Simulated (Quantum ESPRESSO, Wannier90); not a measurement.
## Wannier functions of CaPdF$_{6}$ (R-3)

```
CELL_PARAMETERS angstrom
     -2.57051     4.45225     0.00000
     -5.14101     0.00000     0.00000
     -2.57051     1.48408     4.89179
ATOMIC_POSITIONS crystal
  Ca 0.50000 0.50000 0.50000
  Pd 0.00000 0.00000 0.00000
  F  0.38449 0.78174 0.76996
  F  0.61551 0.21826 0.23004
  F  0.78174 0.06381 0.76996
  F  0.21826 0.93619 0.23004
  F  0.06381 0.38449 0.76996
  F  0.93619 0.61551 0.23004
```

Materials Project entry mp-7922; symmetrised, unrelaxed at this level. COD (Crystallography Open Database) has an entry of this formula and space group (matched by these alone). Level: PBEsol, no spin polarisation, no spin-orbit coupling; pw.x of Quantum ESPRESSO at 68 Ry with PseudoDojo potentials, 4×4×4 k-points, Wannier90. Density: 8×8×8 mesh, cold smearing 0.01 Ry.

The plane-wave run has 50 bands and 70 electrons a cell. On the energy scale of pw.x, whose zero is arbitrary, the valence-band maximum lies at 2.90 eV.

Isolated groups of bands, relative to the valence-band maximum (bands from 38 on overlap up to the last one computed):

```
bands  from (eV)  to (eV)  filling           weight on atomic waves
-----  ---------  -------  -------  -------------------------------
1         -85.34   -85.34   filled                       Pd 4s 99 %
2–4       -51.06   -51.01   filled                       Pd 4p 99 %
5         -37.05   -37.05   filled                       Ca 3s 99 %
6–11      -21.59   -20.85   filled                        F 2s 92 %
12–14     -17.98   -17.91   filled             Ca 3p 92 %, F 2s 6 %
15–16      -5.98    -5.77   filled  F 2p 54 %, Pd 4d 41 %, F 2s 4 %
17–20      -4.87    -4.26   filled            F 2p 60 %, Pd 4d 38 %
21–23      -3.84    -3.22   filled                        F 2p 96 %
24–32      -2.69    -1.37   filled                        F 2p 98 %
33–35      -0.47     0.00   filled            F 2p 53 %, Pd 4d 45 %
36–37       2.09     2.34    empty            Pd 4d 49 %, F 2p 45 %
```

Input w.win, without the blocks of cell, atoms and k-points (64 lines):

```
num_bands = 36
num_wann = 23
exclude_bands = 1-14
num_iter = 1000
conv_tol = 1.0e-6
conv_window = 4
dis_num_iter = 1000
dis_conv_tol = 1.0e-6
dis_froz_max = 10.10
write_hr = true
write_u_matrices = true
begin projections
f=0.00708,0.00570,-0.00707: d
f=0.38157,-0.20964,-0.23826: p
f=-0.38660,0.22934,0.22404: p
f=-0.21822,0.05813,-0.23522: p
f=0.21319,-0.05273,0.23041: p
f=0.07143,0.38643,-0.23931: p
f=-0.05724,-0.37860,0.22226: p
end projections
mp_grid = 4 4 4
```

wannier90.x stops with:
```
dis_windows: More states in the frozen window than target WFs
```
At some k-point more bands lie below dis_froz_max than there are Wannier functions, and every frozen state has to fit into the subspace. Mended as below, all else unchanged, the run goes through (Ω_I = 13.6 Å²) and follows the plane-wave bands to 0.2 meV rms (states up to 2.3 eV relative to the valence-band maximum).
```
dis_froz_max = 6.49
```
